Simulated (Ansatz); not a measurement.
The start is a relaxed Si2W cell shaken by Gaussian noise of σ = 0.08 Å a coordinate. The cell and all atomic positions are relaxed at zero pressure with r2SCAN (plane waves to 500 eV, PAW, scalar-relativistic; Ansatz, a first-principles code). The first steps use a coarse 6×6×4 k-mesh.

Starting cell:
```
Si2W
1.0
    4.57942     0.00000     0.00000
   -2.28971     3.96589     0.00000
    0.00000     0.00000     6.60944
W Si
3 6
Direct
  0.46284   0.99522   0.00633
  0.44961   0.45979   0.34304
  0.98363   0.48133   0.66263
  0.17831   0.34124   0.98937
  0.82432   0.18475   0.33549
  0.65689   0.81879   0.65173
  0.82832   0.68270   0.99834
  0.17940   0.84375   0.35022
  0.32352   0.15284   0.66637
```

**Question.** What pressure does the first self-consistent step give?

**Answer.** +4.3 GPa (positive: the cell is compressed).

**Question.** Which atoms feel the largest initial force, and how large is it?

**Answer.** 3.51 eV/Å, on W2 (atoms numbered as listed).

**Question.** How much energy is released per atom?

**Answer.** 0.10 eV/atom.

**Question.** Does it find its way back to the structure it was made from?

**Answer.** It relaxes back to the parent, P6₂22 (No. 180).

**Question.** Is the relaxed structure metallic? Give its gap.

**Answer.** 0.13 eV, indirect (valence top at L, conduction bottom at M) (no spin-orbit coupling).

It ends as:

```cif
data_Si6W3
_chemical_formula_sum 'W3 Si6'
_space_group_name_H-M_alt 'P6222'
_space_group_IT_number 180
_space_group_name_Hall 'P 62 2 (0 0 4)'
_cell_length_a 4.57947
_cell_length_b 4.57947
_cell_length_c 6.60964
_cell_angle_alpha 90.000
_cell_angle_beta 90.000
_cell_angle_gamma 120.000
loop_
_atom_site_label
_atom_site_type_symbol
_atom_site_symmetry_multiplicity
_atom_site_Wyckoff_symbol
_atom_site_fract_x
_atom_site_fract_y
_atom_site_fract_z
_atom_site_occupancy
W1 W 3 c 0.50000 0.00000 0.00000 1
Si1 Si 6 i 0.16357 0.32714 0.00000 1
```

Final values are on a 8×8×5 k-mesh of the relaxed cell. No spin polarisation in the result. Spin-orbit coupling is missing; with elements this heavy it can move band edges by tenths of an eV or more.

The first start was generated by placing the elements on the sites of a structure type. Materials Project lists a structure of Si2W in the same space group, P6₂22 (No. 180); the sites were not compared with it, nor with measured phases. Known forms of Si2W include space group No. 139.
